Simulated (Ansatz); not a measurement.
BP (zinc blende, F-43m), r²SCAN (plane waves, PAW; program Ansatz): ε∞ = 8.74, cell volume 23.34 Å³. Infrared-active transverse modes:

```
ω_TO (cm⁻¹)  oscillator strength S_xx (e²/amu)
-----------  ---------------------------------
818.5                                  0.02678
```

Question: Compute the static dielectric constant.

Answer: Each mode adds (4.921e7/V) S/ω²: 0.08. So ε0 = 8.83.

Question: What LO frequency does the Lyddane–Sachs–Teller relation give?

Answer: ω_LO = ω_TO √(ε0/ε∞) = 822 cm⁻¹.

Symmetry was held in the r²SCAN relaxation; phonons on a q-mesh show no instability. The volume moved by 17 % from the start of the relaxation.

Potentials: the later of the program's two PAW sets.
